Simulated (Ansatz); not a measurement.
A generator proposed this cell of Al2B3P5.

```cif
data_structure
_symmetry_space_group_name_H-M 'P 1'
_symmetry_Int_Tables_number 1
_cell_length_a 12.7014
_cell_length_b 12.7014
_cell_length_c 12.7014
_cell_angle_alpha 164.058
_cell_angle_beta 164.058
_cell_angle_gamma 22.620
_cell_volume 154.56
loop_
_atom_site_label
_atom_site_type_symbol
_atom_site_fract_x
_atom_site_fract_y
_atom_site_fract_z
_atom_site_occupancy
Al1 Al 0.40000 0.40000 0.00000 1
Al2 Al 0.60000 0.60000 0.00000 1
B1 B 0.00000 0.00000 0.00000 1
B2 B 0.80000 0.80000 0.00000 1
B3 B 0.20000 0.20000 0.00000 1
P1 P 0.35000 0.85000 0.50000 1
P2 P 0.75000 0.25000 0.50000 1
P3 P 0.15000 0.65000 0.50000 1
P4 P 0.55000 0.05000 0.50000 1
P5 P 0.95000 0.45000 0.50000 1
```

All numbers below come from Ansatz, DFT PBE, scalar-relativistic, plane waves, PAW. Settings: cutoff 420 eV, Γ-centred mesh 8×8×8 on the computed 10-atom cell, Gaussian smearing of 0.10 eV; no spin polarisation.

The zero of energy is the elements' standard structures at the same level; no fitted shifts are applied. The references include black phosphorus.

Q: What does a single point on this coarse mesh give?

A: The pressure is 3.9 GPa (the mean over three directions, positive in compression), the largest force is 4.76 eV/Å, and the energy is −0.01 eV/atom against the elements. The shortest distance is 2.16 Å.

Q: How much does it gain on relaxing, and where does it end?

A: Relaxing gains about 0.26 eV/atom in 10 ionic steps and ends at −0.272 eV/atom on the finer mesh. The symmetry stays I-4m2 (No. 119). The volume per atom shrinks by 2.4 %, from 15.5 to 15.1 Å³. The shortest distance goes from 2.16 Å (Al–P and B–P) to 2.03 Å (B–P). Conventional cell: a = 3.434 Å, c = 25.584 Å. Al is surrounded by 4 P at 2.31–2.32 Å; around B on a site of symmetry -4m2 lie 4 P at 2.04 Å; P on a site of symmetry 2mm is surrounded by 2 B at 2.03 Å and 2 Al at 2.31 Å; 3 more sites not described.

The last run used a 12×12×12 mesh for its 10-atom cell and Gaussian smearing of 0.02 eV. The reference form of P is held partly by dispersion forces, which this level lacks. The relaxation can't lower the symmetry of the start. A structure relaxed within its symmetry needn't be a true minimum.
